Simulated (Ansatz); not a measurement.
# TiOs, one cell by several methods

```xyz
2
Lattice="3.0800 -0.0154 -0.0154 -0.0154 3.0800 -0.0154 -0.0154 -0.0154 3.0800" Properties=species:S:1:pos:R:3 pbc="T T T"
Ti    1.5246    1.5246    1.5246
Os    0.0000    0.0000    0.0000
```

Atom numbers follow the list: Ti1, Os2.

Conventional cell: a = 4.378 Å, b = 4.378 Å, c = 5.281 Å, α = 90.00°, β = 90.00°, γ = 120.00°. Around Ti (atom 1) lie 8 Os at 2.64 to 2.68 Å. Os (atom 2) has 8 Ti at 2.64 to 2.68 Å as nearest neighbours.

The geometry is COD entry 1537945, unchecked; take it as a test cell. The listed cell was then made from it by scaling, straining or moving an atom.

Spin–orbit coupling is left out, though it moves levels of the heavy atoms by tenths of an eV or more.

Levels of theory: DFT, PBEsol, PAW with Ansatz's default frozen-core files, scalar-relativistic (Ansatz 0.2.0); DFT, PBEsol, all-electron PAW with datasets made for the crystal, scalar-relativistic (Ansatz 0.2.0); DFT, PBEsol, all-electron LAPW, scalar-relativistic (Ansatz 0.2.0).

For PAW: a Γ-centred 13×13×13 k mesh, Fermi–Dirac smearing of 0.03 eV, cutoff 420 eV, no spin polarisation; the PAW files were made with PBE, and the program remakes their frozen cores for this functional. The crystal-made all-electron datasets (AE datasets) take a cutoff of 460 eV at this cell. LAPW targets a basis error of 0.5 meV/atom. The Ansatz runs share mesh, smearing and spin set-up. Plane-wave (PAW) pressures include the program's estimate of the Pulay term.

Stress and pressure are positive in compression.

The change that made this cell: equal xy, yz and zx engineering shear strains of -1 %.

Spin–orbit coupling is left out, which moves gradients at and beside heavy atoms by some per cent and at worst by a factor of two.

In a metal, gradients converge slowly with the k mesh: the values move by tens of per cent from one mesh to another, at times in sign, so only the comparison on one mesh counts.

| quantity | PAW | AE datasets | LAPW |
| --- | --- | --- | --- |
| pressure (GPa) | -4.53 | -4.54 | -4.54 |
| stress yz (GPa) | 1.29 | 1.28 | 1.28 |
| stress xz (GPa) | 1.29 | 1.28 | 1.28 |
| stress xy (GPa) | 1.29 | 1.28 | 1.28 |
| field gradient Vzz at Os2 (10²¹ V/m²) | 0.95 | 0.95 | – |
